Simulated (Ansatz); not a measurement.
## C, first-principles data

C:
```yaml
crystal:
  lattice:
    - [6.84432, 0.00000, 0.00000]
    - [-3.42216, 5.92735, 0.00000]
    - [0.00000, 0.00000, 3.56966]
  atoms:
    - { symbol: C, position: [0.20719, 0.00000, 0.00000] }
    - { symbol: C, position: [0.41139, 0.00000, 0.00000] }
    - { symbol: C, position: [0.20719, 0.20719, 0.00000] }
    - { symbol: C, position: [0.41139, 0.41139, 0.00000] }
    - { symbol: C, position: [0.00000, 0.20719, 0.00000] }
    - { symbol: C, position: [0.00000, 0.41139, 0.00000] }
    - { symbol: C, position: [0.79281, 0.00000, 0.00000] }
    - { symbol: C, position: [0.58861, 0.00000, 0.00000] }
    - { symbol: C, position: [0.79281, 0.79281, 0.00000] }
    - { symbol: C, position: [0.58861, 0.58861, 0.00000] }
    - { symbol: C, position: [0.00000, 0.79281, 0.00000] }
    - { symbol: C, position: [0.00000, 0.58861, 0.00000] }
```

Space group P6/mmm (No. 191); conventional cell a = b = 6.844 Å, c = 3.570 Å, α = β = 90.00°, γ = 120.00°.

Method: DFT-r²SCAN+D4 in the program Ansatz with PAW potentials. The cell and atoms are relaxed at this level. Other levels are named where they apply.

Cell and energy:

| Quantity | Result |
|---|---|
| Volume per atom | 12.07 Å³ |
| Density | 1.65 g/cm³ |

Electronic structure:

| Property | Result |
|---|---|
| Electronic character | metallic (no gap) |
| Density of states at the Fermi level | 0.06 states/eV per atom (mean over ±0.08 eV) |

Mechanics:

| Property | Result |
|---|---|
| Elastic constants (relaxed ions, GPa) | C11 = 590, C12 = 250, C13 = -3.8, C33 = 16.3, C44 = -2.6 |
| Mechanical stability | unstable (C has a negative eigenvalue) |

The start of the workflow was typed in or built on a structure type; the Crystallography Open Database copy checked does not list it. It is not the phase usual at ambient conditions (space group No. 194, 227). The cell was relaxed with r²SCAN+D4 under the symmetry of its start. As this level gives no gap, shear constants depend on the k-mesh and smearing (Fermi–Dirac, 0.1 eV here).

Potentials: the earlier of the program's two PAW sets.
